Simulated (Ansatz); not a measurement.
Zn$_{3}$CdS$_{4}$:
```xyz
8
Lattice="5.4111 0.0000 0.0000 0.0000 5.4111 0.0000 0.0000 0.0000 5.4111" Properties=species:S:1:pos:R:3 pbc="T T T"
Zn     0.0000     2.7055     2.7055
Zn     2.7055     0.0000     2.7055
Zn     2.7055     2.7055     0.0000
Cd     0.0000     0.0000     0.0000
S      1.4200     1.4200     1.4200
S      1.4200     3.9911     3.9911
S      3.9911     3.9911     1.4200
S      3.9911     1.4200     3.9911
```

Relaxed with LDA. Special points in fractions of this cell's reciprocal vectors: Γ (0.000, 0.000, 0.000); X (0.000, 0.500, 0.000); M (0.500, 0.500, 0.000); R (0.500, 0.500, 0.500).

Problem. List the band energies nearest the valence-band maximum at these points for DFT-LDA in the program Ansatz with PAW potentials.

Solution. In eV from the valence-band maximum; about four levels below and three above (degenerate sets whole), none deeper than 8.9 eV; points with the same levels are listed once.

| k | below | above |
|---|---|---|
| Γ | -2.31 -2.31 -2.31 0.00 0.00 0.00 | 1.73 3.16 3.16 3.16 |
| X | -1.44 -1.44 -1.11 -1.11 | 3.95 4.12 4.35 |
| M | -1.31 -0.88 -0.80 -0.80 | 4.46 4.46 4.55 |
| R | -0.96 -0.96 -0.96 -0.69 -0.69 -0.69 | 3.02 3.02 3.02 |

Space group P-43m. The workflow started from a Materials Project entry (that database holds measured and hypothetical structures alike); the Crystallography Open Database copy checked does not list it. With Zn and Cd taken as one species the cell has the higher symmetry F-43m, so it may be an ordered model of a mixed-site phase. Its standing as an ambient phase is unchecked. The LDA relaxation kept the symmetry of its start; phonons on a q-mesh show no instability. Spin–orbit coupling is left out wherever it is not named.

Potentials: the later of the program's two PAW sets.
